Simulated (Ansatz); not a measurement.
Values for one crystal, relaxed and computed with DFT-PBEsol in the program Ansatz with PAW potentials; other levels are named.

Volume per atom: 13.79 Å³
Electronic character: metallic (no gap)
Bulk modulus (Birch–Murnaghan fit): 1510 kbar
Density of states at the Fermi level: 0.38 states/eV per atom (mean over ±0.08 eV)
Formation energy from the elements (no fitted shifts): -0.67 eV/atom
Pressure derivative B′: 4.3

Problem. Which compound is it?
A) TiS2, rutile
B) SnSb, rock salt
C) TiSi2, Fddd (Si on 16f, Ti on 8a)
D) NbC, rock salt

Solution. C, TiSi2, Fddd (Si on 16f, Ti on 8a)

The PBEsol relaxation kept the symmetry of its start. The run is not spin-polarised. The references are the lowest solids computed at this level, not always the standard phases.

Potentials: the later of the program's two PAW sets.
